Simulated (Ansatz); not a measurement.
## Property card for InGa3Sb3As

InGa$_{3}$Sb$_{3}$As:
```cif
data_AsGa3InSb3
_chemical_formula_sum 'In1 As1 Ga3 Sb3'
_space_group_name_H-M_alt 'Pmm2'
_space_group_IT_number 25
_space_group_name_Hall 'P 2 -2'
_cell_length_a 4.30616
_cell_length_b 4.32077
_cell_length_c 12.23420
_cell_angle_alpha 90.000
_cell_angle_beta 90.000
_cell_angle_gamma 90.000
loop_
_atom_site_label
_atom_site_type_symbol
_atom_site_symmetry_multiplicity
_atom_site_Wyckoff_symbol
_atom_site_fract_x
_atom_site_fract_y
_atom_site_fract_z
_atom_site_occupancy
In1 In 1 a 0.00000 0.00000 0.98721 1
As1 As 1 b 0.00000 0.50000 0.86234 1
Ga1 Ga 1 d 0.50000 0.50000 0.75450 1
Sb1 Sb 1 c 0.50000 0.00000 0.62998 1
Ga2 Ga 1 a 0.00000 0.00000 0.50488 1
Sb2 Sb 1 b 0.00000 0.50000 0.38011 1
Ga3 Ga 1 d 0.50000 0.50000 0.25453 1
Sb3 Sb 1 c 0.50000 0.00000 0.13090 1
```

Space group Pmm2 (No. 25); conventional cell a = 4.3062 Å, b = 4.3208 Å, c = 12.2342 Å, α = β = γ = 90.00°.

Method: PBEsol (plane waves, PAW; program Ansatz). The cell and atoms are relaxed at this level. Other levels are named where they apply.

### Cell and energy

| Property | Result |
|---|---|
| Volume per atom | 28.45 Å³ |
| Density | 5.57 g/cm³ |
| Formation energy from the elements (no fitted shifts) | -0.13 eV/atom |

### Electronic structure

| Quantity | Result |
|---|---|
| Electronic character | no gap, with almost no states at the Fermi level (zero-gap or semimetallic) |
| Density of states at the Fermi level | 0.00 states/eV per atom (mean over ±0.08 eV) |

### Mechanics

| Property | Result |
|---|---|
| Bulk modulus (Birch–Murnaghan fit) | 52.1 GPa |
| Pressure derivative B′ | 4.7 |

The start of the workflow was typed in or built on a structure type; neither database checked (COD, Materials Project) lists it. Whether it is the stable phase at ambient conditions was not checked. Symmetry was held in the PBEsol relaxation; its stability against distortions is not shown here. The references are the lowest solids computed at this level, not always the standard phases. Scalar-relativistic: spin–orbit coupling is off unless named, which matters more the heavier the elements.

Potentials: the earlier of the program's two PAW sets. The files were generated under PBE; for other functionals the program regenerates the frozen cores, and for LDA and PBEsol the local potential too.
